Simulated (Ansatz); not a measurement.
A relaxed cell of IrRu5 is given with its symmetry left out. The cell was found from a structure generator's guess, not taken from experiment.

These are results of DFT PBE, scalar-relativistic, plane waves, PAW (Ansatz 0.2.0), not measurements. Cutoff 420 eV, Γ-centred mesh, Gaussian smearing, no spin polarisation.

```cif
data_structure
_symmetry_space_group_name_H-M 'P 1'
_symmetry_Int_Tables_number 1
_cell_length_a 2.6986
_cell_length_b 3.8220
_cell_length_c 8.1020
_cell_angle_alpha 90.000
_cell_angle_beta 90.000
_cell_angle_gamma 90.000
_cell_volume 83.56
loop_
_atom_site_label
_atom_site_type_symbol
_atom_site_fract_x
_atom_site_fract_y
_atom_site_fract_z
_atom_site_occupancy
Ru1 Ru 0.50000 0.50000 0.16931 1
Ru2 Ru 0.00000 0.00000 0.33483 1
Ru3 Ru 0.50000 0.50000 0.50000 1
Ru4 Ru 0.00000 0.00000 0.66517 1
Ru5 Ru 0.50000 0.50000 0.83069 1
Ir1 Ir 0.00000 0.00000 0.00000 1
```

Formation energies are uncorrected and refer to the elements' standard structures at the same level.

Task: Find its symmetry and describe it.

Result: Pmmm (No. 47), with Ru and Ir ordered on fcc sites. Conventional cell: a = 2.699 Å, b = 3.822 Å, c = 8.102 Å. Ru on a site of symmetry mm2 is surrounded by 8 Ru at 2.68–2.74 Å and 4 Ir at 2.71 Å; Ru on a second site of symmetry mm2 has 11 Ru at 2.68–2.70 Å and 1 Ir at 2.71 Å; Ru on a site of symmetry mmm has 12 Ru at 2.68–2.70 Å; Ir has 2 Ir at 2.70 Å and 10 Ru at 2.71 Å.

Task: How far does it lie from the elements in energy?

Result: +0.06 eV/atom. The separate elements lie lower, so it is unstable against them.

Task: Is it a metal?

Result: Yes, bands cross the Fermi level on the 14×10×6 mesh.

The last run used a 14×10×6 mesh (in the run's order of axes) for its 6-atom cell and Gaussian smearing of 0.10 eV. These runs have no spin–orbit coupling, which can matter for Ir. A later test with randomly moved atoms came back to the same energy, though modes that don't fit the test's cell weren't probed.
